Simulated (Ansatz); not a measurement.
## Sn3Se: changing the dispersion correction

The cell as given:

Symmetry: Pm-3m, No. 221, cubic system. Conventional cell: a = 4.742 Å, b = 4.742 Å, c = 4.742 Å, α = 90.00°, β = 90.00°, γ = 90.00°. Sn (site symmetry 4/mmm) has 8 Sn at 3.35 Å and 4 Se at 3.35 Å as nearest neighbours. Se (site symmetry m-3m) has 12 Sn at 3.35 Å as nearest neighbours.

The cell comes from a database or a generator and needn't be the stable form of this composition.

Kept alike: task relaxation of cell and atoms; functional PBEsol; k mesh 6 × 6 × 6; occupations fermi-dirac, width 0.05 eV; no spin polarisation. Program: Ansatz, Ansatz PAW, cutoff 420 eV. The mesh is that of the run's cell of 4 atoms. No spin-orbit coupling.

| dispersion correction | volume (Å³/atom) |
| --- | --- |
| D3(BJ) | 24.077 |
| D3(BJ)-ATM | 24.201 |
| D4 | 24.522 |
| none | 25.256 |

The relaxations keep at least the cell's symmetry (Pm-3m). For a metal such a mesh leaves the last digits unconverged. Relaxations stop with a little pressure left, so the last digits of a volume or edge aren't settled. All rows use potentials made for PBE.

What does the dispersion correction change here?

The volume runs from 24.077 (D3(BJ)) to 25.256 Å³/atom (none). Against no correction: D3(BJ) -4.7 %; D3(BJ)-ATM -4.2 %; D4 -2.9 %. Dispersion terms mostly attract and so lower the volume; the schemes' coefficients and damping set how far.
